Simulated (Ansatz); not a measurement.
# BaLiSbS3 — 137Ba NMR of the central transition

Cell: a measured structure from the Crystallography Open Database (COD), taken as it stands.

Space group Pbam (No. 55); a = 11.6730, b = 12.1660, c = 8.7800 Å.

| site | Wyckoff | site symmetry | x | y | z |
| --- | --- | --- | --- | --- | --- |
| Ba1 | 4h | ..m | 0.3255 | 0.4797 | 0.5000 |
| Ba5 | 4g | ..m | 0.0054 | 0.3325 | 0.0000 |
| Li | 8i | 1 | 0.2353 | 0.1897 | 0.2460 |
| Sb17 | 4g | ..m | 0.2993 | 0.4657 | 0.0000 |
| Sb21 | 4h | ..m | 0.0011 | 0.2872 | 0.5000 |
| S25 | 4g | ..m | 0.2637 | 0.2689 | 0.0000 |
| S29 | 8i | 1 | 0.1653 | 0.5058 | 0.2039 |
| S37 | 8i | 1 | 0.0253 | 0.1573 | 0.2921 |
| S45 | 4h | ..m | 0.7926 | 0.2751 | 0.5000 |

One atom of each set is listed.

Level of theory: DFT, PBE, plane waves and PAW, scalar-relativistic, 420 eV cutoff, Γ-centred 3×3×3 k-points, Fermi–Dirac smearing 0.02 eV (Ansatz 0.2.0).

137Ba has I = 3/2 and Q = 236.0 mb (Pyykkö 2018); at 23.5 T its Larmor frequency is ν₀ = 111.9 MHz (from the bare nuclear moment; shielding lowers the observed one by a per cent or two). Only the quadrupole interaction is simulated: positions count from each site's isotropic chemical shift, and shift anisotropy, dipolar and J coupling are left out.

Task: Give C_Q, η, the quadrupolar product P_Q = |C_Q|(1 + η²/3)^½, the second-order isotropic shift and the breadth of the pattern (static powder) for each Ba site.

Result: 

| site | first shell | C_Q (MHz) | η | P_Q (MHz) | δ_QIS (ppm) | breadth (kHz) |
| --- | --- | --- | --- | --- | --- | --- |
| Ba1 | 8 S at 3.12–3.40 Å | 32.9 | 0.84 | 36.5 | -2661 | 2220 |
| Ba5 | 8 S at 3.08–3.34 Å | -52.8 | 0.03 | 52.8 | -5561 | 3340 |

δ_QIS = −(ν_Q²/30ν₀²)[I(I+1) − 3/4](1 + η²/3) × 10⁶ ppm with ν_Q = 3|C_Q|/[2I(2I−1)]; it falls as 1/B₀² in ppm, and the breadth as 1/B₀ in kHz.

With ν_Q/ν₀ up to 0.24, terms beyond second order are no longer negligible.

The largest force is 0.5 eV/Å, so the atoms aren't at the calculated equilibrium and relaxing them would move these values. Without spin–orbit coupling (the program notes it for Ba) the gradients are little affected as a rule: paired runs on crystals with a gap mostly move them by under 2 % at such atoms.

The run took 92 s of wall time (6 min of CPU time) and 6.3 GiB at its peak, on 4 threads of Arm Neoverse V1 (aarch64; 8 cores open to the job, memory cap 8.0 GiB, no GPU), a shared host with a load of 0.3 a core.
